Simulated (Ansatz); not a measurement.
Values for one crystal, relaxed and computed with r²SCAN in the plane-wave PAW code Ansatz; other levels are named.

Volume per atom: 17.48 Å³
Electronic character: metallic (no gap)
Density of states at the Fermi level: 0.24 states/eV per atom (mean over ±0.08 eV)
Formation energy from the elements (no fitted shifts): -0.23 eV/atom
Pressure derivative B′: 5.9
Bulk modulus (Birch–Murnaghan fit): 1290 kbar
Gap with spin–orbit coupling: none (metallic)

**Question.** Which compound is it?
A. LaPd, Cmcm (La on 4c, Pd on 4c)
B. TiGa3, I4/mmm (Ti on 2a, Ga on 4d, Ga on 2b)
C. HgPd, L1₀ or tetragonal B2
D. BaHg2, Imma (Ba on 4e, Hg on 8h)

**Answer.** C, HgPd, L1₀ or tetragonal B2

Space group P4/mmm (L1₀ or tetragonal B2). The workflow started from an entry of the Crystallography Open Database (COD). Its standing as an ambient phase is unchecked. The r²SCAN relaxation kept the symmetry of its start; its stability against distortions is not shown here. The run is not spin-polarised. The references are the lowest solids computed at this level, not always the standard phases. Spin–orbit coupling is left out wherever it is not named.

Potentials: the later of the program's two PAW sets.
